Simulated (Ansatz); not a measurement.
# Co (P6_3/mmc), axial (c/a) deformation path

Theory: DFT PBEsol, scalar-relativistic, plane waves, PAW (Ansatz). Cutoff 420 eV, Γ-centred 24×24×14 k-points, Gaussian smearing of 0.15 eV. Collinear spins, started from moments 1.9, 1.9 μB in atom order; the magnetic state may not be the lowest. Energies are free energies at this smearing, counted from the undisturbed cell; pressure is positive in compression.

The starting cell (as given, not relaxed at this level; it stands at -16.2 GPa):

```xyz
2
Lattice="2.5190 0.0000 0.0000 -1.2595 2.1815 0.0000 0.0000 0.0000 4.0910" Properties=species:S:1:pos:R:3 pbc="T T T"
Co    0.0000    1.4543    1.0228
Co    1.2595    0.7272    3.0682
```

At fixed volume and fractional coordinates, lengths along (0.000, 0.000, 1.000) are scaled against those across it; ρ is that ratio over its starting value. The cell is metallic on the mesh throughout. At -16 GPa the given cell is far from its own equilibrium, so these figures belong to a strongly strained crystal.

```
    ρ  ΔE (meV/atom) pressure (GPa)
0.850          135.4           -11.1
0.920           36.5           -15.1
0.960            7.9           -16.0
1.000            0.0           -16.2
1.100           57.9           -13.6
1.200          199.6            -7.3
```